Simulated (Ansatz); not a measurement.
The calculation used DFT PBE, scalar-relativistic, plane waves, PAW in Ansatz. Settings: cutoff 420 eV, Γ-centred meshes spaced at most about 0.3 Å⁻¹, and about 0.25 Å⁻¹ or finer for metals (2π included), Gaussian smearing. No spin polarisation in the final relaxations.

These are static total energies at zero pressure.

Compare these two cells of GeB₂C₃, each relaxed at this level.

1.

```xyz
6
Lattice="3.6461 0.0000 0.0000 0.0000 4.7811 0.0000 0.0000 0.0000 5.6746" Properties=species:S:1:pos:R:3 pbc="T T T"
Ge    1.8231    0.0000    0.0000
B     1.8231    2.3906    4.9025
B     1.8231    2.3906    0.7721
C     1.8231    2.3906    2.2117
C     1.8231    2.3906    3.4629
C     0.0000    0.0000    0.0000
```

2.

```xyz
6
Lattice="2.5249 1.4578 4.3260 -2.5249 1.4578 4.3260 0.0000 -2.9155 4.3260" Properties=species:S:1:pos:R:3 pbc="T T T"
Ge    0.0000    0.0000    0.0000
B     0.0000    0.0000   10.4868
B     0.0000    0.0000    2.4913
C    -1.2624    0.7289    2.1630
C     1.2624    0.7289    2.1630
C     0.0000   -1.4578    2.1630
```

Question: Which is lower in energy, and by how much?

Answer: Cell 2 is lower, by 30 meV/atom. Cell 1 has space group Pmmm (No. 47), 16.5 Å³/atom and no gap on its mesh; cell 2 has space group R-3m (No. 166), 15.9 Å³/atom and no gap. The shortest distance is 1.25 Å (C–C) in cell 1 and 1.49 Å (B–C) in cell 2. Cell 1 holds B–B pairs (shortest 1.54 Å) and C–C pairs (shortest 1.25 Å); in cell 2 the shortest B–B distance is 2.99 Å and the shortest C–C distance is 2.52 Å. The denser one is the lower, and pressure would at first widen the difference. Even the lower one lies +1.33 eV/atom against the reference forms of the elements (uncorrected), so neither is stable at this level. In cell 1, around Ge lie 2 C at 1.82 Å; B is surrounded by 1 C at 1.44 Å and 1 B at 1.54 Å; around C on a site of symmetry mm2 lie 1 C at 1.25 Å and 1 B at 1.44 Å; 1 more site not described. In cell 2, Ge is surrounded by 2 B at 2.49 Å and 6 C at 2.61 Å; around B lie 3 C at 1.49 Å and 1 Ge at 2.49 Å; C is surrounded by 2 B at 1.49 Å, 4 C at 2.52 Å and 2 Ge at 2.61 Å. Both come from invented guesses. A third cell relaxed alike, in P-3m1, lies 39 meV/atom below the lower of the two.

Cells relaxed within their symmetry can be saddle points.
